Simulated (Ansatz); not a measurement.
Magnetic states of nickel, dhcp

Level of theory: DFT, BLYP, plane waves (420 eV) with PAW, scalar-relativistic (Ansatz). The PAW files were generated under PBE, with cores re-solved for the functional.

Each start was relaxed and then solved on a dense mesh, with Fermi-Dirac smearing of 0.05 eV (0.1 eV in a metal without spin) extrapolated to zero. Rows within 2 meV/atom of each other tie.

Problem. Where does each start end, and how do the energies compare? Starts: antiferromagnetic (alternate layers); ferromagnetic; non-magnetic.

Solution. 
```json
{"start": "antiferromagnetic (alternate layers)", "ends": "ferromagnetic, net 0.64 μB per atom", "ΔE (meV/atom)": "0.0", "V (Å³/atom)": "11.46"}
{"start": "ferromagnetic", "ends": "ferromagnetic, net 0.64 μB per atom", "ΔE (meV/atom)": "0.0", "V (Å³/atom)": "11.46"}
{"start": "non-magnetic", "ends": "spin not included", "ΔE (meV/atom)": "48.9", "V (Å³/atom)": "11.43"}
```
